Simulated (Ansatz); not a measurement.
An Ansatz (an electronic-structure program) run. Input:

Ansatz 0.2 input:
```yaml
crystal:
  lattice:
    - [3.2415907526, 0.0, 0.0]
    - [-1.6207953763, 2.8072999404, 0.0]
    - [0.0, 0.0, 5.260056394]
  atoms:
    - { symbol: Ga, position: [0.3333333333, 0.6666666667, 0.0219913001] }
    - { symbol: N, position: [0.3333333333, 0.6666666667, 0.3731406482] }
    - { symbol: Zn, position: [0.6666666667, 0.3333333333, 0.471991983] }
    - { symbol: O, position: [0.6666666667, 0.3333333333, 0.8860210687] }
kpoints:
  mp_grid: { grid: [14, 14, 8] }
hamiltonian:
  xc: pbesol
  pseudopotentials: { kind: paw }
scf:
  occupations: { method: fermi_dirac, width: 0.1 }
phonons:
  method: dfpt
  response_accuracy: low
  eigenvectors: true
  rigid_motions: translations
```

Output (shortened):

```
Pseudopotential: Ga, paw, valence charge 13
Pseudopotential: N, paw, valence charge 5
Pseudopotential: Zn, paw, valence charge 12
Pseudopotential: O, paw, valence charge 6
Functional definition: PBEsol
Crystal: 4 atoms, lattice volume = 47.867 Å³
Basis set: ecut = 420 eV, 941 PW (Γ), exchange–correlation on 48×48×72 points (8 copies of the dense FFT grid, shifted against one another)
Bands: 22, of which v1, the nominal top of the filled ones, is band 18 counted from 1 (17 counted from 0)
Symmetry: 6 space group operations
k-points: 429 of 1568 (irreducible under 2 space group operations, time reversal used)
SCF iter   1: F=—  HF=-7963.997295 eV  |F-HF|=—  |Δ(HF+E_count)|=         —  Δρ=1.51e-2  dr2=9.62e-2  ethr=1.77e-3  ⟨swp⟩=5.3  Hψ=39441  notcnv=0
preconditioner: auto → LDOS
SCF iter   2: F=—  HF=-7964.016377 eV  |F-HF|=—  |Δ(HF+E_count)|=   1.91e-2  Δρ=2.08e-2  dr2=1.58e-1  ethr=2.67e-4  ⟨swp⟩=2.0  Hψ=22308  notcnv=0
SCF iter   3: F=—  HF=-7963.973252 eV  |F-HF|=—  |Δ(HF+E_count)|=   4.31e-2  Δρ=4.22e-3  dr2=6.17e-3  ethr=2.67e-4  ⟨swp⟩=2.0  Hψ=18877  notcnv=0
SCF iter   4: F=—  HF=-7963.971636 eV  |F-HF|=—  |Δ(HF+E_count)|=   1.62e-3  Δρ=5.09e-4  dr2=7.48e-5  ethr=1.71e-5  ⟨swp⟩=2.1  Hψ=17247  notcnv=0
SCF iter   5: F=—  HF=-7963.971615 eV  |F-HF|=—  |Δ(HF+E_count)|=   2.18e-5  Δρ=1.70e-4  dr2=1.11e-5  ethr=2.08e-7  ⟨swp⟩=2.0  Hψ=17003  notcnv=0
SCF iter   6: F=—  HF=-7963.971613 eV  |F-HF|=—  |Δ(HF+E_count)|=   1.59e-6  Δρ=4.39e-5  dr2=6.36e-7  ethr=3.07e-8  ⟨swp⟩=2.0  Hψ=16755  notcnv=0
SCF iter   7: F=—  HF=-7963.971612 eV  |F-HF|=—  |Δ(HF+E_count)|=   8.96e-7  Δρ=1.14e-5  dr2=6.60e-8  ethr=1.77e-9  ⟨swp⟩=2.0  Hψ=13808  notcnv=0
SCF iter   8: F=—  HF=-7963.971612 eV  |F-HF|=—  |Δ(HF+E_count)|=   1.63e-8  Δρ=2.57e-6  dr2=3.59e-9  ethr=1.83e-10  ⟨swp⟩=2.1  Hψ=16191  notcnv=0
SCF iter  11: F=-7963.971612 eV  HF=-7963.971612 eV  |F-HF|=9.09e-13  |Δ(HF+E_count)|=  1.64e-11  Δρ=4.66e-8  dr2=7.88e-13  ethr=1.00e-12  ⟨swp⟩=4.8  Hψ=50264  notcnv=0
SCF 1 converged in 11 iterations: F = -7963.971612 eV  dr2 = 7.88e-13
DFPT response loops at Γ: preconditioner auto → Kerker (q_TF=auto, 2.602 Å⁻¹) (partly filled bands, converged f_vac=0.021) …
SCF converged after 11 iterations
Free energy (F): -7963.971612 eV
Harris-Foulkes:  -7963.971612 eV  (|F-HF|=9.09e-13)
Internal energy: -7963.953501 eV  (E = F + TS)
E sigma→0 (E₀):  -7963.962556 eV
Entropy (-TS):   -0.018111 eV (-4.528 meV/atom)
Fermi energy:    9.588867 eV
--- Per-component energies (eV) ---
  E_band       = 4.532991
  E_kinetic    = 550.440905
  E_local      = -4031.144864  (includes V_loc(G=0)·N_el)
  E_nonlocal   = 1141.177598
  E_hartree    = 1746.433528
  E_xc         = -335.304953
  E_vxc        = -278.677890  (∫ρ·V_xc dr)
  E_paw        = -4019.856587  (= ΣΔE_a)
  E_vpaw       = -870.131859  (= ΣTr[D̂ρ^β])
  E_aug_tail   = 0.002043  (compensation charges beyond the density's cutoff)
  E_ewald      = -3017.424890
  E_core_change = 1.723719  (= ΣΔE_core)
  E_smearing   = -0.018111  (= −TS)
  E_closure    =  0.000000  (closes the sum)
  Σ components = -7963.971612   (vs F -7963.971612, Δ=0.00e0)
  [band-id]    e_kinetic+e_local+e_nonlocal+2·e_hartree+e_vxc+e_vpaw+e_augmentation_tail = 4.532989   (vs E_band 4.532991, Δ=-1.72e-6)
--- Band table (eV; the first three rows and the last of 429) ---
  k-point 0: bands = ["-11.1372", "-6.7672", "-6.1691", "-6.1691", "-5.9032", "-5.9032", "-4.7389", "1.5698", "2.8741", "2.8741", "3.3788", "3.7811", "3.7811", "4.9310", "4.9310", "7.5420", "7.9735", "9.7030", "9.7030", "13.2358", "16.3515", "17.9306"]
  k-point 1: bands = ["-11.1334", "-6.7557", "-6.1692", "-6.1692", "-5.9033", "-5.9033", "-4.7838", "1.6041", "2.8732", "2.8732", "3.4670", "3.7752", "3.7752", "4.9434", "4.9434", "6.9794", "8.5457", "9.6956", "9.6956", "13.1978", "16.3320", "17.9139"]
  k-point 2: bands = ["-11.1241", "-6.7261", "-6.1692", "-6.1692", "-5.9035", "-5.9035", "-4.8917", "1.6791", "2.8713", "2.8713", "3.7268", "3.7618", "3.7618", "4.9740", "4.9740", "6.2842", "9.2514", "9.6790", "9.6790", "13.0713", "16.3318", "17.8762"]
  k-point 428: bands = ["-10.6744", "-6.5071", "-6.0436", "-6.0029", "-5.9359", "-5.6221", "-4.1400", "1.3354", "2.7446", "3.0918", "3.2159", "3.4056", "3.5471", "4.0722", "4.4119", "5.6344", "6.5313", "7.3005", "12.6481", "13.5797", "15.6147", "16.8827"]
--- Phonons (Γ-DFPT): 8 representative perturbations + reference, on 429 of 1568 k-points (Σ response iterations 25) ---
  ASR residual: 2.363e-4 → 0.000e0 eV/Å²; symmetrization residual: 1.189e-4 eV/Å²
  ASR residual per site (eV/Å²): 1.66e-4 5.84e-5 1.09e-4 2.36e-4
  Γ frequencies (cm⁻¹): 0.00 0.00 0.00 99.36 99.36 223.18 346.98 346.98 396.83 507.86 507.86 656.94
  non-analytic LO–TO correction: not included (Born effective charges unavailable; polar crystals: no LO–TO splitting at Γ)
```

Cost: around 7 core-minutes (rough) on shared cores.

Space group P3m1. The start of the workflow was typed in or built on a structure type; the Crystallography Open Database copy checked does not list it. Its standing as an ambient phase is unchecked. Symmetry was held in the PBEsol relaxation; its stability against distortions is not shown here. As this level gives no gap, phonon frequencies hold no LO–TO term and depend on the k-mesh and smearing (Fermi–Dirac, 0.1 eV here). Scalar-relativistic: spin–orbit coupling is off unless named, which matters more the heavier the elements.

Potentials: the later of the program's two PAW sets.

Ansatz is a plane-wave DFT program.
